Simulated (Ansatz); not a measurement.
SrTaNO2 in space group Pmm2 (No. 25; Pearson symbol oP5), LDA in the plane-wave PAW code Ansatz, all energies at zero smearing, with the estimated change up to a 700 eV cutoff added, with one set of potentials and settings (totals compare only within such a set). Cell of 5 atoms (1 Sr, 1 Ta, 1 N, 2 O): -14618.712 eV.

```tsv
element	reference phase	E (eV/atom)
Sr	Fm-3m, 1 atoms in the cell	-3444.3169
Ta	Im-3m, 1 atoms in the cell	-9682.6136
N	P4_2/mnm, 4 atoms in the cell	-373.6497
O	C2/m, 4 atoms in the cell, spin-polarised	-552.6518
```

Formation energy per atom, worked out: (-14618.712 − 1×(-3444.3169) − 1×(-9682.6136) − 1×(-373.6497) − 2×(-552.6518))/5 = -2.566 eV/atom (-248 kJ per mol of atoms), at 0 K, without zero-point energy or fitted corrections.

The first step of the workflow began from a Materials Project structure, measured or hypothetical; the Crystallography Open Database copy checked does not list it. With N and O taken as one species the cell has the higher symmetry P4mm, so it may be an ordered model of a mixed-site phase. Whether it is the stable phase at ambient conditions was not checked. The LDA relaxation kept the symmetry of its start. At this level the phase is dynamically unstable (imaginary phonons). The run is not spin-polarised. The references are the lowest solids computed at this level, not always the standard phases (solids in place of the gases). Spin–orbit coupling is left out wherever it is not named.

Potentials: the later of the program's two PAW sets.
